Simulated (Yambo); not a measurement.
**Optical response of AlPO4**

```xyz
12
Lattice="5.2860 0.0000 0.0000 -2.6430 4.5778 0.0000 0.0000 0.0000 8.6294" Properties=species:S:1:pos:R:3 pbc="T T T"
O     -1.2364     2.3380     4.2753
O      2.6430     0.0982     8.5900
O      1.2364     2.3380     4.2753
O      3.8795     2.2398     8.5900
O      0.0000     4.4796     4.2753
O      1.4066     2.2398     8.5900
O      0.0000     3.0519     2.2570
O      2.6430     1.5259     6.5717
Al     0.0000     3.0519     0.5346
Al     2.6430     1.5259     4.8493
P      2.6430     1.5259     8.0857
P      0.0000     3.0519     3.7710
```

Yambo, RPA with local fields on LDA bands; 3×3×2 mesh, 154 bands, 3 Ry local-field block, 0.2 eV broadening; field along z.

| E (eV) | Im ε | Re ε | Im ε, independent particles |
|---|---|---|---|
| 0.0 | 0.00 | 1.98 | 0.00 |
| 0.6 | 0.00 | 1.98 | 0.00 |
| 1.2 | 0.00 | 1.99 | 0.00 |
| 1.9 | 0.01 | 2.00 | 0.01 |
| 2.5 | 0.01 | 2.02 | 0.01 |
| 3.1 | 0.01 | 2.04 | 0.01 |
| 3.8 | 0.01 | 2.08 | 0.01 |
| 4.4 | 0.02 | 2.12 | 0.02 |
| 5.0 | 0.02 | 2.19 | 0.03 |
| 5.6 | 0.03 | 2.27 | 0.04 |
| 6.2 | 0.05 | 2.39 | 0.05 |
| 6.9 | 0.09 | 2.58 | 0.11 |
| 7.5 | 0.42 | 2.85 | 0.44 |
| 8.1 | 0.35 | 3.08 | 0.40 |
| 8.8 | 1.60 | 2.96 | 1.80 |
| 9.4 | 1.92 | 2.52 | 2.35 |
| 10.0 | 1.41 | 1.73 | 1.60 |
| 10.6 | 1.69 | 1.35 | 1.94 |
| 11.2 | 1.22 | 1.48 | 1.53 |
| 11.9 | 1.23 | 1.53 | 1.67 |
| 12.5 | 1.03 | 1.33 | 1.24 |
| 13.1 | 1.10 | 1.45 | 1.24 |
| 13.8 | 1.30 | 1.27 | 1.38 |
| 14.4 | 1.20 | 1.25 | 1.48 |
| 15.0 | 1.55 | 1.25 | 2.06 |
| 15.6 | 1.38 | 0.98 | 1.85 |
| 16.2 | 1.20 | 0.80 | 1.48 |
| 16.9 | 0.95 | 0.81 | 1.25 |
| 17.5 | 0.99 | 0.79 | 1.34 |
| 18.1 | 0.93 | 0.61 | 1.21 |
| 18.8 | 0.84 | 0.81 | 1.03 |
| 19.4 | 0.95 | 0.64 | 1.22 |
| 20.0 | 0.74 | 0.63 | 0.92 |

Structure narrower than a few tenths of an eV can come from the finite k mesh. Convergence of the RPA response with its 3×3×2 mesh was not tested. No excitonic effects at this level.

Geometry of the Materials Project entry, not relaxed at this level.
